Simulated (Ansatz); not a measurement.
Consider the following.

SiRh:
```yaml
crystal:
  lattice:
    - [4.57119, 0.00000, 0.00000]
    - [0.00000, 4.57076, 0.00000]
    - [-2.43280, 0.00000, 4.96823]
  atoms:
    - { symbol: Si, position: [0.79149, 0.64806, 0.06535] }
    - { symbol: Si, position: [0.20851, 0.35194, 0.93465] }
    - { symbol: Si, position: [0.20851, 0.14806, 0.43465] }
    - { symbol: Si, position: [0.79149, 0.85194, 0.56535] }
    - { symbol: Rh, position: [0.30047, 0.64586, 0.61393] }
    - { symbol: Rh, position: [0.69953, 0.35414, 0.38607] }
    - { symbol: Rh, position: [0.69953, 0.14586, 0.88607] }
    - { symbol: Rh, position: [0.30047, 0.85414, 0.11393] }
```

This is the PBEsol-relaxed structure.

Q: All from plane-wave PAW PBEsol (Ansatz code), unless another level is named. Give the Hill bulk and shear moduli.

A: 203 and 96.7 GPa.

Q: Next, the highest zone-centre frequency?

A: 52.1 meV.

Space group P2_1/c. The first step of the workflow began from a Materials Project structure, measured or hypothetical; the Crystallography Open Database files this formula in space group No. 14, but the cells were not matched. Whether it is the stable phase at ambient conditions was not checked. The cell was relaxed with PBEsol under the symmetry of its start; whether a distortion lowers the energy is not shown. No spin polarisation was allowed. As this level gives no gap, shear constants depend on the k-mesh and smearing (Fermi–Dirac, 0.1 eV here).

Potentials: the earlier of the program's two PAW sets. The files were generated under PBE; for other functionals the program regenerates the frozen cores, and for LDA and PBEsol the local potential too.
